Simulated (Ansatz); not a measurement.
# Property card for BAs

BAs:
```yaml
crystal:
  lattice:
    - [6.56398, 0.00000, 0.00000]
    - [0.00000, 3.40665, 0.00000]
    - [0.00000, 0.00000, 5.66495]
  atoms:
    - { symbol: B, position: [0.16090, 0.25000, 0.40182] }
    - { symbol: B, position: [0.33910, 0.75000, 0.90182] }
    - { symbol: B, position: [0.83910, 0.75000, 0.59818] }
    - { symbol: B, position: [0.66090, 0.25000, 0.09818] }
    - { symbol: As, position: [0.83647, 0.25000, 0.39077] }
    - { symbol: As, position: [0.66353, 0.75000, 0.89077] }
    - { symbol: As, position: [0.16353, 0.75000, 0.60923] }
    - { symbol: As, position: [0.33647, 0.25000, 0.10923] }
```

Space group Pnma (No. 62); conventional cell a = 6.564 Å, b = 3.407 Å, c = 5.665 Å, α = 90.00°, β = 90.00°, γ = 90.00°.

Method: DFT-r²SCAN+D4 in the program Ansatz with PAW potentials. Geometry: relaxed at this level of theory. Other levels are named where they apply.

**Cell and energy**

- Volume per atom: 15.83 Å³
- Density: 4.50 g/cm³
- Formation energy from the elements (no fitted shifts): 0.18 eV/atom

**Electronic structure**

Band gap: 0.54 eV (indirect)
Valence-band maximum: at Γ
Conduction-band minimum: at U (k = 0.500, 0.000, 0.500 in fractions of the reciprocal vectors)
Smallest direct gap on the standard path: 1.21 eV
Hole effective mass: 0.15, 0.44, 0.82 mₑ (principal values)
Hole effective mass with spin–orbit coupling: 0.15, 0.44, 0.83 mₑ (principal values)
HSE06 gap on the r²SCAN+D4 cell: 1.08 eV
Gap with spin–orbit coupling: 0.54 eV

**Mechanics**

- Bulk modulus (Birch–Murnaghan fit): 108 GPa
- Pressure derivative B′: 3.0
- Elastic constants (relaxed ions, GPa): C11 = 143, C22 = 256, C33 = 222, C12 = 56.0, C13 = 113, C23 = 33.6, C44 = 86.1, C55 = 102, C66 = 67.1
- Mechanical stability: stable (all eigenvalues of C positive)
- Hill bulk and shear moduli: 113 and 71.0 GPa
- Young's modulus: 176 GPa
- Poisson's ratio: 0.24
- Debye temperature from the elastic constants: 522 K

**Charges**

- Bader charges = B +0.21, As -0.21 e

The start of the workflow was typed in or built on a structure type; neither database checked (COD, Materials Project) lists it. It is not the phase usual at ambient conditions (space group No. 216). Symmetry was held in the r²SCAN+D4 relaxation; whether a distortion lowers the energy is not shown. The volume moved by 25 % from the start of the relaxation. Its formation energy is positive at this level, so the cell may be metastable or incomplete. The references are the lowest solids computed at this level, not always the standard phases. Scalar-relativistic: spin–orbit coupling is off unless named, which matters more the heavier the elements.

Potentials: the earlier of the program's two PAW sets.
